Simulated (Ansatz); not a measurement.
Relaxed-ion elastic tensor of Nb$_{4}$AlC$_{3}$ in space group P6_3/mmc (No. 194; Pearson symbol hP16) in GPa (Voigt order), DFT-r²SCAN in the program Ansatz with PAW potentials; density 6.95 g/cm³, 12.97 Å³ per atom.

```
439  131  133  0.0  0.0  0.0
131  439  133  0.0  0.0  0.0
133  133  364  0.0  0.0  0.0
0.0  0.0  0.0  169  0.0  0.0
0.0  0.0  0.0  0.0  169  0.0
0.0  0.0  0.0  0.0  0.0  154
```

### Question
Is the crystal mechanically stable?

### Answer
Yes: the smallest eigenvalue of C is 154 GPa.

### Question
Work out the Voigt, Reuss and Hill averages.

### Answer
K_V = 226, K_R = 225, K_H = 226; G_V = 154, G_R = 153, G_H = 154 GPa.

### Question
Give Young's modulus, Poisson's ratio, Pugh's ratio and the universal anisotropy index.

### Answer
E = 9KG/(3K + G) = 375 GPa; ν = 0.22; K/G = 1.47 (brittle by the Pugh limit of 1.75); A_U = 5G_V/G_R + K_V/K_R − 6 = 0.07.

### Question
Estimate the sound speeds and the Debye temperature.

### Answer
v_l = √((K + 4G/3)/ρ) = 7870 m/s, v_t = √(G/ρ) = 4700 m/s, mean 5200 m/s; Θ = (h/k)(3n/4πV)^(1/3) v_m = 659 K.

### Question
Solve the Christoffel equation for the three sound speeds along x, y, z.

### Answer
Eigenvalues of C_ijkl n_j n_l equal ρv². In km/s, slowest first: x 4.70, 4.92, 7.94; y 4.70, 4.92, 7.94; z 4.92, 4.92, 7.24.

### Question
How much does each axis shrink under pressure?

### Answer
Linear compressibilities β_i = Σ_j S_ij (j = 1 to 3): x 1.3, y 1.3, z 1.8 per TPa.

The workflow started from a Materials Project entry (that database holds measured and hypothetical structures alike); the Crystallography Open Database copy checked does not list it. Whether it is the stable phase at ambient conditions was not checked. Symmetry was held in the r²SCAN relaxation; whether a distortion lowers the energy is not shown. The run is not spin-polarised. As this level gives no gap, shear constants depend on the k-mesh and smearing (Fermi–Dirac, 0.1 eV here).

Potentials: the later of the program's two PAW sets.
